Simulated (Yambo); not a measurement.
ZnTe (zinc blende, space group F-43m, No. 216) under isotropic strain of -3 % on all lattice vectors; a = b = c = 4.1594 Å, α = β = γ = 60.00°. With the G0W0 scissor the direct gap on the mesh is 2.95 eV.

Question: Does this run resolve the lowest exciton, and if so, what are its energy and binding? (Yambo, PBEsol bands; 8×8×8 mesh, 3 valence and 5 conduction bands, static screening with 38 bands and a 4 Ry block, scissor 1.26 eV, Tamm-Dancoff.)

Answer: No. The lowest state covers only about 1 of the 512 k points, so the mesh doesn't resolve it: its energy and its distance from the direct gap are mesh artefacts. An extended exciton needs a far denser mesh. The scissor comes from a G0W0 run whose convergence isn't established. Spin-orbit coupling is left out, which matters for elements this heavy: edges can move by tenths of an eV.

The standard potential for Te keeps a d shell in the valence without the s and p states of that shell. In tests on such compounds this moved G0W0 gaps by up to about 0.9 eV, so absolute quasiparticle energies here are unreliable; differences between settings are what counts.

Geometry strained from the cell relaxed with PBEsol, atoms relaxed again.
